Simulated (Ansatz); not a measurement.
# HfBN: computed property card

HfBN:
```
CELL_PARAMETERS angstrom
      3.16329     0.00000     0.00000
     -1.58164     2.73949     0.00000
      0.00000     0.00000     6.86261
ATOMIC_POSITIONS crystal
  Hf 0.00000 0.00000 0.00000
  B  0.33333 0.66667 0.25000
  N  0.66667 0.33333 0.25000
  Hf 0.00000 0.00000 0.50000
  N  0.33333 0.66667 0.75000
  B  0.66667 0.33333 0.75000
```

Space group P6_3/mmc (No. 194); conventional cell a = b = 3.1633 Å, c = 6.8626 Å, α = β = 90.00°, γ = 120.00°.

Method: the program Ansatz at the r²SCAN level (PAW). Geometry: relaxed at this level of theory. Other levels are named where they apply.

### Cell and energy

| Item | Result |
|---|---|
| Volume per atom | 9.91 Å³ |
| Density | 11.35 g/cm³ |
| Formation energy from the elements (no fitted shifts) | 16 kJ/mol of atoms |

### Electronic structure

| Quantity | Result |
|---|---|
| Electronic character | metallic (no gap) |
| Density of states at the Fermi level | 0.33 states/eV per atom (mean over ±0.08 eV) |
| Gap with spin–orbit coupling | none (metallic) |

### Mechanics

| Item | Value |
|---|---|
| Bulk modulus (Birch–Murnaghan fit) | 187 GPa |
| Pressure derivative B′ | 4.2 |

### Charges

| Quantity | Result |
|---|---|
| Bader charges | Hf +1.77, B -0.13, N -1.63 e |

The start of the workflow was typed in or built on a structure type; neither database checked (COD, Materials Project) lists it. Its standing as an ambient phase is unchecked. The r²SCAN relaxation kept the symmetry of its start; its stability against distortions is not shown here. The run is not spin-polarised. The volume moved by 21 % from the start of the relaxation. Its formation energy is positive at this level, so the cell may be metastable or incomplete. The references are the lowest solids computed at this level, not always the standard phases (solids in place of the gases). Scalar-relativistic: spin–orbit coupling is off unless named, which matters more the heavier the elements.

Potentials: the earlier of the program's two PAW sets.
